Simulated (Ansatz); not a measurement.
Here is the system:

CsPbBr3 (cubic perovskite)

```
CELL_PARAMETERS angstrom
      6.00308     0.00000     0.00000
      0.00000     6.00308     0.00000
      0.00000     0.00000     6.00308
ATOMIC_POSITIONS crystal
  Cs 0.00000 0.00000 0.00000
  Pb 0.50000 0.50000 0.50000
  Br 0.00000 0.50000 0.50000
  Br 0.50000 0.50000 0.00000
  Br 0.50000 0.00000 0.50000
```

In each cell atom 1 (Cs, nearest neighbour Br at 4.245 Å; its periodic images, 6.0 Å or more away, move with it) moves by s·(1.000, 0.000, 0.000) (along Cartesian x), the rest being held.

The numbers are results of PBE (plane waves to 420 eV, PAW, scalar-relativistic; Ansatz, a quantum-chemistry and plane-wave program), not measurements. k mesh 5×5×5 (Γ-centred), Fermi-Dirac smearing 0.05 eV. E stands for the smeared free energy. CsPbBr3 was relaxed with its symmetry unable to fall. Spin-orbit coupling is left out, though Pb is heavy. This is a high-temperature form of CsPbBr3. The zero of ΔE is the undisplaced structure.

The scan covers s from -0.850 to 0.850 Å in 11 points.

Task: Is the energy the same for equal positive and negative displacements?

Result: Even: the same for both signs. With its periodic images moving along, the atom's site symmetry in this cell is m-3m.

Task: What force acts on the atom along the line at s = -0.850 Å?

Result: 0.214 eV/Å.

Task: What is the energy change at s = 0.850 Å?

Result: 51.2 meV/cell.

Task: What is the force constant k = d²E/ds² of this move at s = 0?

Result: 0.02 eV/Å².

(A displaced cell: forces are minus the slopes of the energy, force constants its curvatures, and phonons follow from these.)
